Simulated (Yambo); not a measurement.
Yambo input for Ba2ScTaO6 (space group Fm-3m, No. 225) (a = b = c = 5.879 Å, α = β = γ = 60.00°), on PBEsol (Quantum ESPRESSO, PseudoDojo norm-conserving, 84 Ry, without SOC) wavefunctions on a 4×4×4 mesh:

```
optics
chi
dipoles
kernel
FFTGvecs= 40 Ry
Chimod= "HARTREE"
NGsBlkXd= 3 Ry
% QpntsRXd
 1 | 1 |
%
% BndsRnXd
 3 | 124 |
%
GrFnTpXd= "R"
% EnRngeXd
 0.0 | 20.0 | eV
%
% DmRngeXd
 0.2 | 0.2 | eV
%
CGrdSpXd= 50
ETStpsXd= 161
% LongDrXd
 1.0 | 0.0 | 0.0 |
%
% XfnQP_E
 1.785 | 1.0 | 1.0 |
%
```

First lines of the file o-*.eps_q1_inv_rpa_dyson:

```
Absorption @ Q(1):   1.00000000     0.00000000     0.00000000    [q->0 direction]
#
# [ X ] Hartree size     :   89
# [GEN] GF Energies     : Perdew, Burke & Ernzerhof SOL(X)+Perdew, Burke & Ernzerhof SOL(C)+ user defined corrections @E
# [GEN] Green`s Function     : Retarded
#
# [GEN] Gauge     : Length
# [GEN] [r,Vnl] included     : yes
#
#    E[1] [eV]     Im(eps)     Re(eps)     Im(eps_o)     Re(eps_o)
#
     0.000000     -0.145251E-8     4.168583     0.45097E-17     4.414706
     0.125000     0.001893     4.169173     0.002071     4.415351
     0.250000     0.003791     4.170944     0.004148     4.417288
     0.375000     0.005702     4.173901     0.006240     4.420524
     0.500000     0.007632     4.178055     0.008353     4.425070
     0.625000     0.009588     4.183420     0.010495     4.430941
     0.750000     0.011575     4.190012     0.012673     4.438157
     0.875000     0.013603     4.197855     0.014896     4.446744
     1.000000     0.015677     4.206975     0.017171     4.456731
     1.125000     0.017806     4.217404     0.019510     4.468154
     1.250000     0.019999     4.229177     0.021921     4.481056
     1.375000     0.022265     4.242339     0.024415     4.495483
     1.500000     0.024615     4.256937     0.027004     4.511492
     1.625000     0.027060     4.273026     0.029701     4.529145
     1.750000     0.029613     4.290669     0.032522     4.548513
     1.875000     0.032288     4.309938     0.035481     4.569677
     2.000000     0.035101     4.330911     0.038598     4.592728
     2.125000     0.038069     4.353679     0.041894     4.617770
     2.250000     0.041214     4.378345     0.045392     4.644920
     2.375000     0.044560     4.405025     0.049120     4.674311
     2.500000     0.048132     4.433848     0.053111     4.706094
     2.625000     0.051964     4.464966     0.057401     4.740440
     2.750000     0.056094     4.498547     0.062036     4.777547
     2.875000     0.060565     4.534787     0.067068     4.817641
     3.000000     0.065432     4.573910     0.072560     4.860982
     3.125000     0.070759     4.616177     0.078591     4.907874
     3.250000     0.076628     4.661889     0.085256     4.958671
     3.375000     0.083137     4.711404     0.092673     5.013789
     3.500000     0.090412     4.765142     0.100995     5.073724
     3.625000     0.098617     4.823608     0.110416     5.139071
     3.750000     0.107964     4.887412     0.121195     5.210554
     3.875000     0.118740     4.957303     0.133678     5.289062
     4.000000     0.131347     5.034216     0.148350     5.375710
```
(The file goes on to the top of the energy range.) Convergence of the RPA response with its 4×4×4 mesh was not tested. The scissor comes from a G0W0 run whose convergence isn't established.

Geometry of the Materials Project entry, not relaxed at this level.

The structure is a Materials Project entry; no match was found in the copy of COD used, and its stability was not checked.
